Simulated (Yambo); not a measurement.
**BN: sweep of GW parameters**

G0W0@PBEsol for BN (space group P6_3/mmc, No. 194) in Yambo. Reference settings: 6×6×2 Γ-centred k mesh, 94 bands and a 10 Ry block in the screening, 94 bands in G with the Bruneval-Gonze terminator, plasmon pole fitted at 27.2 eV. The PBEsol gap H → M on this mesh is 4.42 eV; G0W0 gaps are taken between the same points.

```json
[
 {"change from the reference": "reference settings", "G0W0 gap H → M (eV)": "6.22", "shift of the valence edge (eV)": "-0.96", "rough Yambo cost": "1"},
 {"change from the reference": "32 bands in G", "G0W0 gap H → M (eV)": "6.26", "shift of the valence edge (eV)": "-0.97", "rough Yambo cost": "–"},
 {"change from the reference": "wavefunctions cut at 25 Ry", "G0W0 gap H → M (eV)": "6.19", "shift of the valence edge (eV)": "-0.92", "rough Yambo cost": "within a factor of two"},
 {"change from the reference": "no point-group symmetry", "G0W0 gap H → M (eV)": "6.23", "shift of the valence edge (eV)": "-0.96", "rough Yambo cost": "about 2×"},
 {"change from the reference": "32 bands in G, no terminator", "G0W0 gap H → M (eV)": "6.03", "shift of the valence edge (eV)": "-0.27", "rough Yambo cost": "–"},
 {"change from the reference": "no terminator", "G0W0 gap H → M (eV)": "6.14", "shift of the valence edge (eV)": "-0.78", "rough Yambo cost": "–"}
]
```

The reference isn't shown to be the converged limit. Costs are rough (shared machines), scaled to the same edge states, and given only for runs that recompute the screening.

Geometry of the Materials Project entry, not relaxed at this level; primitive cell a = 2.512 Å, b = 2.512 Å, c = 7.707 Å, α = 90.00°, β = 90.00°, γ = 120.00°.

A shift is the quasiparticle energy of the state minus its PBEsol energy.

The distance between layers or molecules is the database entry's, not relaxed here. Functionals without dispersion can leave it too large, which widens gaps and weakens the response across layers: the numbers belong to this cell.
